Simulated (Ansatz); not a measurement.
Relaxed-ion elastic tensor of ZnAu (CsCl type, space group No. 221) in GPa (Voigt order), the program Ansatz at the PBE level (PAW); density 13.46 g/cm³, 16.18 Å³ per atom.

```
 124   113   113   0.0   0.0   0.0
 113   124   113   0.0   0.0   0.0
 113   113   124   0.0   0.0   0.0
 0.0   0.0   0.0  45.3   0.0   0.0
 0.0   0.0   0.0   0.0  45.3   0.0
 0.0   0.0   0.0   0.0   0.0  45.3
```

Is the crystal mechanically stable?

Yes: the smallest eigenvalue of C is 10.9 GPa.

Work out the Voigt, Reuss and Hill averages.

K_V = 117, K_R = 117, K_H = 117; G_V = 29.4, G_R = 11.6, G_H = 20.5 GPa.

Give Young's modulus, Poisson's ratio, Pugh's ratio and the universal anisotropy index.

E = 9KG/(3K + G) = 58.0 GPa; ν = 0.42; K/G = 5.70 (ductile by the Pugh limit of 1.75); A_U = 5G_V/G_R + K_V/K_R − 6 = 7.68.

Estimate the sound speeds and the Debye temperature.

v_l = √((K + 4G/3)/ρ) = 3270 m/s, v_t = √(G/ρ) = 1230 m/s, mean 1400 m/s; Θ = (h/k)(3n/4πV)^(1/3) v_m = 165 K.

Give the Zener ratio and Young's modulus along [100], [110] and [111].

A = 2C44/(C11 − C12) = 8.28; 1/E = S11 − 2(S11 − S12 − S44/2)Γ with Γ = 0, 1/4, 1/3 gives 16.2, 46.1, 120 GPa.

Solve the Christoffel equation for the three sound speeds along [100], [110], [111].

Eigenvalues of C_ijkl n_j n_l equal ρv². In km/s, slowest first: [100] 1.83, 1.83, 3.03; [110] 0.64, 1.83, 3.49; [111] 1.18, 1.18, 3.63.

Space group Pm-3m (CsCl type). The cell was relaxed with PBE under the symmetry of its start; of distortions, only those at the zone centre were tested. As this level gives no gap, shear constants depend on the k-mesh and smearing (Fermi–Dirac, 0.1 eV here). Scalar-relativistic: spin–orbit coupling is off unless named, which matters more the heavier the elements.

Potentials: the later of the program's two PAW sets.
